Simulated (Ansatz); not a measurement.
Two Ansatz runs on HfC

The cell is the one relaxed in the Materials Project (mp-21075), not relaxed further here; entries there can be hypothetical. The listed cell was then made from it by scaling, straining or moving an atom.

First run: DFT, LDA, all-electron LAPW, scalar-relativistic (Ansatz 0.2.0).

Command: `ansatz run input.yaml --threads 1 --pin off --max-ram 2048MiB --backend cpu --events-out ev --progress --plain --runs-dir out` The run took about 25 s on 1 thread of a shared machine.

```yaml
crystal:
  lattice:
    - [0.0, 2.3324845805, 2.3324845805]
    - [2.3324845805, 0.0, 2.3324845805]
    - [2.3324845805, 2.3324845805, 0.0]
  atoms:
    - { symbol: Hf, position: [0.0, 0.0, 0.0] }
    - { symbol: C, position: [0.5, 0.5, 0.5] }
kpoints:
  mp_grid: { grid: [14, 14, 14] }
scf:
  occupations: { method: fermi_dirac, width: 0.05 }
hamiltonian:
  xc: lda
  pseudopotentials: { kind: all_electron, lapw: { basis_error: 0.0005 } }
output:
  forces: true
  stress: true
  eigenvalues: true
```

Result: converged; pressure -13.85 GPa; no gap on the k mesh; 10 SCF iterations.

No spin–orbit coupling, which matters for the heavy atoms here.

The input is then changed:

```diff
@@ -8,9 +8,9 @@
     - { symbol: C, position: [0.5, 0.5, 0.5] }
 kpoints:
-  mp_grid: { grid: [14, 14, 14] }
+  mp_grid: { grid: [5, 5, 5] }
 scf:
   occupations: { method: fermi_dirac, width: 0.05 }
 hamiltonian:
-  xc: lda
+  xc: revpbe
   pseudopotentials: { kind: all_electron, lapw: { basis_error: 0.0005 } }
 output:
```

(1) What does the second run give?

## Answers

(1) It converged; pressure 1.59 GPa; no gap on the k mesh; 8 SCF iterations. Some of these settings are too coarse for converged properties.
